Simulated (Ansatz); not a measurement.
## YTe: frozen-core PAW against all-electron methods

```
CELL_PARAMETERS angstrom
0.00000 3.10845 3.04750
3.10845 0.00000 3.04750
3.10845 3.10845 0.00000
ATOMIC_POSITIONS crystal
Y 0.00000 0.00000 0.00000
Te 0.50000 0.50000 0.50000
```

Atom numbers follow the list: Y1, Te2.

The cell is COD entry 9008769, as deposited and not checked against the literature; nothing was relaxed. The listed cell was then made from it by scaling, straining or moving an atom.

Spin polarisation is left out, and whether a magnetic state lies lower isn't shown here.

No spin–orbit coupling, which matters for the heavy atoms here.

Methods: DFT, PBEsol, PAW with Ansatz's default frozen-core files, scalar-relativistic (Ansatz 0.2.0); DFT, PBEsol, all-electron PAW with datasets made for the crystal, scalar-relativistic (Ansatz 0.2.0); DFT, PBEsol, all-electron LAPW, scalar-relativistic (Ansatz 0.2.0).

For PAW: a Γ-centred 12×12×12 k mesh, Fermi–Dirac smearing of 0.05 eV, cutoff 420 eV, no spin polarisation; the PAW files were made with PBE, and the program remakes their frozen cores for this functional. The crystal-made all-electron datasets (AE datasets) take a cutoff of 240 eV at this cell. LAPW targets a basis error of 0.5 meV/atom. The Ansatz runs share mesh, smearing and spin set-up. Plane-wave (PAW) pressures include the program's estimate of the Pulay term.

Stress and pressure are positive in compression.

The change that made this cell: equal xx and yy strain of +2 %.

No spin–orbit coupling: at heavy atoms the gradients can be off by tens of per cent for that reason.

In a metal, gradients converge slowly with the k mesh: the values move by tens of per cent from one mesh to another, at times in sign, so only the comparison on one mesh counts.

```json
{"quantity": "pressure (GPa)", "PAW": "-2.86", "AE datasets": "-2.85", "LAPW": "-2.85"}
{"quantity": "stress xx (GPa)", "PAW": "-3.79", "AE datasets": "-3.78", "LAPW": "-3.78"}
{"quantity": "stress zz (GPa)", "PAW": "-0.99", "AE datasets": "-0.99", "LAPW": "-0.98"}
{"quantity": "field gradient Vzz at Y1 (10²¹ V/m²)", "PAW": "-1.68", "AE datasets": "-1.66", "LAPW": "–"}
{"quantity": "field gradient Vzz at Te2 (10²¹ V/m²)", "PAW": "-2.75", "AE datasets": "-2.74", "LAPW": "–"}
```

PAW's pressure differs from the LAPW value by about 0.01 GPa or less. Datasets made for the crystal and LAPW share parts of one code, so their agreement isn't an independent check.
